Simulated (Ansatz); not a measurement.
Sn4Pd:
```yaml
crystal:
  lattice:
    - [3.24118, -5.78198, 0.00000]
    - [3.24118, 5.78198, 0.00000]
    - [0.00000, 0.00000, 6.43952]
  atoms:
    - { symbol: Sn, position: [0.20299, 0.45443, 0.33096] }
    - { symbol: Sn, position: [0.79701, 0.54557, 0.33096] }
    - { symbol: Sn, position: [0.45443, 0.20299, 0.66904] }
    - { symbol: Sn, position: [0.54557, 0.79701, 0.66904] }
    - { symbol: Sn, position: [0.29701, 0.04557, 0.16904] }
    - { symbol: Sn, position: [0.70299, 0.95443, 0.16904] }
    - { symbol: Sn, position: [0.04557, 0.29701, 0.83096] }
    - { symbol: Sn, position: [0.95443, 0.70299, 0.83096] }
    - { symbol: Pd, position: [0.50000, 0.50000, 0.00000] }
    - { symbol: Pd, position: [0.00000, 0.00000, 0.50000] }
```

Relaxed with r²SCAN. Special points in fractions of this cell's reciprocal vectors: Γ (0.000, 0.000, 0.000); Y (-0.500, 0.500, 0.000); C0 (-0.329, 0.671, 0.000); Σ0 (0.329, 0.329, 0.000); Z (0.000, 0.000, 0.500); A0 (0.329, 0.329, 0.500); E0 (-0.329, 0.671, 0.500); T (-0.500, 0.500, 0.500); S (0.000, 0.500, 0.000); R (0.000, 0.500, 0.500).

**Question.** List the band energies nearest the Fermi level at these points for r²SCAN (plane waves, PAW; program Ansatz).

**Answer.** In eV from the Fermi level; about four levels below and three above (degenerate sets whole), none deeper than 8.9 eV; points with the same levels are listed once.

| k | below | above |
|---|---|---|
| Γ | -0.92 -0.33 -0.26 -0.24 | 0.16 0.44 1.13 |
| Y | -1.87 -1.37 -0.95 -0.18 | 0.15 1.27 1.45 |
| C0 | -2.45 -0.80 -0.55 -0.44 | 0.19 0.56 1.06 |
| Z | -2.58 -2.58 -1.06 -1.06 | 2.68 2.68 3.00 3.00 |
| A0 | -1.88 -1.88 -0.70 -0.70 | 0.10 0.10 0.72 0.72 |
| T | -0.87 -0.87 -0.21 -0.21 | 0.56 0.56 1.17 1.17 |
| S | -1.52 -1.52 -0.97 -0.97 | 1.20 1.20 1.61 1.61 |
| R | -0.95 -0.95 -0.37 -0.37 | 0.39 0.39 1.30 1.30 |

Space group Ccce. The first step of the workflow began from a Materials Project structure, measured or hypothetical; the Crystallography Open Database files this formula in space group No. 68, but the cells were not matched. Its standing as an ambient phase is unchecked. The r²SCAN relaxation kept the symmetry of its start; its stability against distortions is not shown here. No spin polarisation was allowed. Scalar-relativistic: spin–orbit coupling is off unless named, which matters more the heavier the elements.

Potentials: the later of the program's two PAW sets.
